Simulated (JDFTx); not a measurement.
WSi2(110) slab cut from bulk WSi2 (space group I4/mmm, indices of the conventional cell, lattice of the Materials Project entry mp-1620, not re-optimised): 12 atoms in 4 planes, a 1x1 cell of 17.74 Å² (|a| = 4.515, |b| = 4.515 Å), 7.0 Å between the outermost planes, Si/W outermost, slab composition W4Si8, cell height 22.8 Å, 6×6×1 k mesh, Fermi smearing 0.01 Ha, no spin polarisation. Whether this polymorph is the ambient one wasn't checked.

Profiles through the double layer of this slab, charged, in CANDLE, water, 1 M KF; PBE, GBRV ultrasoft potentials, plane waves to 20/100 Ha, a modified build of JDFTx. z is the height above the outermost atoms, φ the plane-averaged electrostatic potential energy of an electron (zero in the bulk liquid), ρ_b the bound charge of solvent and ions, s the cavity shape function (0 in the solid, 1 in the liquid).

| z (Å) | n (e/Å³) | s | φ (eV) | ρ_b (10⁻³ e/Å³) |
|---|---|---|---|---|
| 0.92 | 0.1673 | 0.00 | -3.477 | -0.01 |
| 1.39 | 0.0526 | 0.00 | -2.114 | -1.21 |
| 1.85 | 0.0137 | 0.00 | -0.619 | -11.80 |
| 2.32 | 0.0033 | 0.07 | -0.144 | -6.59 |
| 2.78 | 0.0008 | 0.32 | -0.082 | -0.27 |
| 3.25 | 0.0002 | 0.62 | -0.062 | -0.02 |
| 3.71 | 0.0000 | 0.89 | -0.051 | -0.03 |
| 4.18 | 0.0000 | 1.00 | -0.044 | -0.02 |
| 4.64 | 0.0000 | 1.00 | -0.037 | -0.02 |
| 5.11 | 0.0000 | 1.00 | -0.032 | -0.02 |
| 5.57 | 0.0000 | 1.00 | -0.028 | -0.02 |
| 6.04 | 0.0000 | 1.00 | -0.024 | -0.01 |
| 6.50 | 0.0000 | 1.00 | -0.020 | -0.01 |
| 6.97 | 0.0000 | 1.00 | -0.017 | -0.01 |
| 7.43 | 0.0000 | 1.00 | -0.015 | -0.01 |

**Question.** Is the electrode positively or negatively charged, and roughly by how much?

**Answer.** Positively: σ = 15.0 μC/cm² per face. The liquid's bound charge is of the opposite sign overall, and far from the surface φ decays with the screening length (3.0 Å).
